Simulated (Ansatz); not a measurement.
Si (diamond)

```xyz
2
Lattice="0.0000 2.7168 2.7168 2.7168 0.0000 2.7168 2.7168 2.7168 0.0000" Properties=species:S:1:pos:R:3 pbc="T T T"
Si     2.7168     2.7168     2.7168
Si     4.0752     4.0752     4.0752
```

In this cell atom 1 (Si, nearest neighbour Si at 2.353 Å; its periodic images, 3.8 Å or more away, move with it) is moved by s along Cartesian [110], unit vector (0.707, 0.707, 0.000); all other atoms and the cell stay fixed.

These are PBEsol (plane waves to 420 eV, PAW, scalar-relativistic; Ansatz, a first-principles code) values and carry that method's errors. k mesh 9×9×9 (Γ-centred), Fermi-Dirac smearing 0.05 eV. The energy includes the smearing's −TS. Compression counts positive. As the smearing reaches across the gap at some points, energies and forces of such displacements shift with the k mesh and the smearing. F∥ is the force on the atom along that direction. F⊥ is the part of the force across the line. Si was relaxed with its symmetry unable to fall. The PAW data are Ansatz's earlier set. ΔE is measured from the undisplaced structure.

```tsv
s (Å)	ΔE (meV/cell)	F∥ (eV/Å)	P (GPa)	|F⊥| (eV/Å)
-0.240	373	3.066	1.9	1.072
-0.192	241	2.451	1.2	0.690
-0.144	137	1.881	0.7	0.385
-0.096	61	1.268	0.3	0.171
-0.048	15	0.639	0.1	0.043
0.000	0	0.000	0.0	0.000
0.048	15	-0.639	0.1	0.043
0.096	61	-1.268	0.3	0.171
0.144	137	-1.881	0.7	0.385
0.192	241	-2.451	1.2	0.690
0.240	373	-3.066	1.9	1.072
```

Read from the data:

| Item | Value |
|---|---|
| Energy at s = 0.240 Å | 373 meV/cell |
| Force along the line at s = -0.240 Å | 3.07 eV/Å |
| Symmetry of the curve | even: the same for both signs |
| Shape of the curve | a single well with its minimum at or next to zero displacement |
| Force constant k = d²E/ds² at s = 0 (finite differences) | 13.3 eV/Å² |
| Harmonic estimate at the end of the scan | ½ks² = 384 meV/cell against the computed 373 meV/cell, so the well is close to harmonic there |

(For displaced atoms, the force is minus the slope of the energy, and its curvature is a force constant, which sets phonon frequencies.)
